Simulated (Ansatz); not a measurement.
According to PBE in the plane-wave PAW code Ansatz, MoW in the orthorhombic phase (Cmcm; W on 4c, Mo on 4c) relaxes to a = 2.600 Å, b = 10.706 Å, c = 4.680 Å. Its formation energy from the elements is 0.41 eV/atom, with no fitted shifts.

Electronic character: metallic (no gap).

The start of the workflow was typed in or built on a structure type; neither database checked (COD, Materials Project) lists it. Its standing as an ambient phase is unchecked. The cell was relaxed with PBE under the symmetry of its start; its stability against distortions is not shown here. No spin polarisation was allowed. Its formation energy is positive at this level, so the cell may be metastable or incomplete. Axis ratios of metals converge slowly with the k-mesh, so a and c are less sure than the volume. The references are the lowest solids computed at this level, not always the standard phases. Spin–orbit coupling is left out wherever it is not named.

Potentials: the earlier of the program's two PAW sets.
